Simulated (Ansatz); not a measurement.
Nb₃Si₂:
```cif
data_Nb6Si4
_chemical_formula_sum 'Nb6 Si4'
_space_group_name_H-M_alt 'P4/mbm'
_space_group_IT_number 127
_space_group_name_Hall '-P 4 2ab'
_cell_length_a 6.73249
_cell_length_b 6.73249
_cell_length_c 3.50240
_cell_angle_alpha 90.000
_cell_angle_beta 90.000
_cell_angle_gamma 90.000
loop_
_atom_site_label
_atom_site_type_symbol
_atom_site_symmetry_multiplicity
_atom_site_Wyckoff_symbol
_atom_site_fract_x
_atom_site_fract_y
_atom_site_fract_z
_atom_site_occupancy
Nb1 Nb 2 a 0.00000 0.00000 0.00000 1
Nb2 Nb 4 h 0.17170 0.32830 0.50000 1
Si1 Si 4 g 0.37276 0.12724 0.00000 1
```

Relaxed at zero pressure with the program Ansatz at the r²SCAN level (PAW).

The volume is raised by 6 % and shape and atoms relax at that volume. What pressure results, and how do the axes share the change?

-10.4 GPa; a 1.7 %, b 1.7 %, c 2.4 %; the energy rises by 33 meV/atom.

Give the new structure.


Space group P4/mbm (No. 127); a = b = 6.8502 Å, c = 3.5861 Å, α = β = γ = 90.00°

```
atom  site  symmetry       x       y       z
----  ----  --------  ------  ------  ------
Nb      2a     4/m..  0.0000  0.0000  0.0000
Nb      4h      m.2m  0.1711  0.3289  0.5000
Si      4g      m.2m  0.3722  0.1278  0.0000
```

The phase is kept; no other phase was compared at this pressure.

The workflow started from a Materials Project entry (that database holds measured and hypothetical structures alike); the Crystallography Open Database copy checked does not list it. Its standing as an ambient phase is unchecked. The cell was relaxed with r²SCAN under the symmetry of its start; whether a distortion lowers the energy is not shown. The run is not spin-polarised.

Potentials: the later of the program's two PAW sets.
